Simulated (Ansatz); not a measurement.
The start is a relaxed Mg(AlC)2 cell with every coordinate shifted by Gaussian noise of σ = 0.2 Å. The cell and all atomic positions are relaxed at zero pressure with r2SCAN (plane waves to 500 eV, PAW, scalar-relativistic; Ansatz, a quantum-chemistry and plane-wave program). The first steps use a coarse 8×8×4 k-mesh.

Starting cell:
```yaml
crystal:
  lattice:
    - [3.37264, 0.00000, 0.00000]
    - [-1.68632, 2.92079, 0.00000]
    - [0.00000, 0.00000, 5.78474]
  atoms:
    - { symbol: Mg, position: [0.96812, 0.00566, 0.98741] }
    - { symbol: Al, position: [0.79545, 0.37093, 0.37254] }
    - { symbol: Al, position: [0.30608, 0.62073, 0.60456] }
    - { symbol: C, position: [0.27826, 0.58683, 0.30053] }
    - { symbol: C, position: [0.67138, 0.30041, 0.73937] }
```

Q: By how much does the energy per atom fall from start to end?

A: About 1.2 eV/atom.

Q: Does it find its way back to the structure it was made from?

A: It returns to the parent structure, P-3m1 (No. 164).

Final values are on a 11×11×6 k-mesh of the relaxed cell. The start holds a very short contact (Al–C 1.47 Å). No spin polarisation in the result.

The cell that was disturbed is our relaxation of an entry of Materials Project.
